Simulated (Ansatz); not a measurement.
B2W in space group P6_3/mmc (No. 194; W on 2c, B on 4f) at seven volumes, plane-wave PAW r²SCAN (Ansatz code), shape and atoms relaxed at each. One row is withheld.

```tsv
V (Å³/atom)	P (GPa)
8.677	36.24
8.963	22.28
9.249	10.30
9.535	0.00
9.821	-8.87
10.107	-16.48
10.394	?
```

Fit the shown pressures and predict the withheld one.

Third-order Birch–Murnaghan: P = (3/2)B₀(x^(7/2) − x^(5/2))[1 + (3/4)(B′ − 4)(x − 1)] with x = (V₀/V)^(2/3). Least squares on the six rows gives V₀ = 9.535 Å³/atom, B₀ = 318.1 GPa, B′ = 4.01. At V = 10.394, x = 0.9441 and P = -23.08 GPa. The run itself gave -23.03 GPa.

The start of the workflow was typed in or built on a structure type; the Crystallography Open Database files this formula in space group No. 194, but the cells were not matched. Whether it is the stable phase at ambient conditions was not checked. Symmetry was held in the r²SCAN relaxation; whether a distortion lowers the energy is not shown. The run is not spin-polarised. Scalar-relativistic: spin–orbit coupling is off unless named, which matters more the heavier the elements.

Potentials: the earlier of the program's two PAW sets.
